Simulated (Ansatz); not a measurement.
BaCd2Ge2:
```yaml
crystal:
  lattice:
    - [-2.36866, 2.36866, 5.60273]
    - [2.36866, -2.36866, 5.60273]
    - [2.36866, 2.36866, -5.60273]
  atoms:
    - { symbol: Ge, position: [0.38622, 0.38622, 0.00000] }
    - { symbol: Ge, position: [0.61378, 0.61378, 0.00000] }
    - { symbol: Cd, position: [0.75000, 0.25000, 0.50000] }
    - { symbol: Cd, position: [0.25000, 0.75000, 0.50000] }
    - { symbol: Ba, position: [0.00000, 0.00000, 0.00000] }
```

Relaxed with r²SCAN.

Q: Map the valence electron density (e/Å³), cut off at 1 on the plane through (0.386, 0.386, 0.000) spanned by u = [1, 1, 0] and v = [1, 0, 1] in lattice vectors, from r²SCAN (plane waves, PAW; program Ansatz).

A: x is the fraction of u, y of v (the angle between them is 90°; rows are the nearest grid lines); atoms in the plane: Ge at (0.00, 0.00), Ge at (0.23, 0.00), Cd at (0.86, 0.50), Cd at (0.36, 0.50), Ba at (0.61, 0.00).
```
y \ x   0.000  0.100  0.175  0.275  0.375  0.450  0.550  0.625  0.725  0.825  0.900   1.00
------  -----  -----  -----  -----  -----  -----  -----  -----  -----  -----  -----  -----
1.00     1.00  0.423   1.00   1.00  0.078  0.039   1.00  0.253  0.296  0.047  0.257   1.00
0.917    1.00  0.351   1.00   1.00  0.082  0.041   1.00  0.937  0.231  0.052  0.234   1.00
0.833   0.779  0.215  0.389  0.474  0.107  0.053  0.626   1.00  0.125  0.078  0.207  0.779
0.750   0.277  0.114  0.177  0.278  0.257  0.094  0.177  0.376  0.074  0.193  0.266  0.277
0.708   0.197  0.082  0.123  0.249  0.594  0.138  0.096  0.164  0.070  0.398  0.447  0.197
0.625   0.126  0.045  0.067  0.317   1.00  0.319  0.050  0.044  0.084   1.00   1.00  0.126
0.542   0.109  0.031  0.047  0.537   1.00  0.619  0.047  0.030  0.099   1.00   1.00  0.109
0.458   0.109  0.031  0.047  0.537   1.00  0.619  0.047  0.030  0.099   1.00   1.00  0.109
0.375   0.126  0.045  0.067  0.317   1.00  0.319  0.050  0.044  0.084   1.00   1.00  0.126
0.292   0.197  0.082  0.123  0.249  0.594  0.138  0.096  0.164  0.070  0.398  0.447  0.197
0.250   0.277  0.114  0.177  0.278  0.257  0.094  0.177  0.376  0.074  0.193  0.266  0.277
0.167   0.779  0.215  0.389  0.474  0.107  0.053  0.626   1.00  0.125  0.078  0.207  0.779
0.0833   1.00  0.351   1.00   1.00  0.082  0.041   1.00  0.937  0.231  0.052  0.234   1.00
0.000    1.00  0.423   1.00   1.00  0.078  0.039   1.00  0.253  0.296  0.047  0.257   1.00
```

The density is the valence pseudo-density with augmentation charge, so density and ELF within about 1 Å of a nucleus are not all-electron values.

Space group I4/mmm. The workflow started from an entry of the Crystallography Open Database (COD, 298 K). Whether it is the stable phase at ambient conditions was not checked. Symmetry was held in the r²SCAN relaxation; its stability against distortions is not shown here. Scalar-relativistic: spin–orbit coupling is off unless named, which matters more the heavier the elements.

Potentials: the later of the program's two PAW sets.
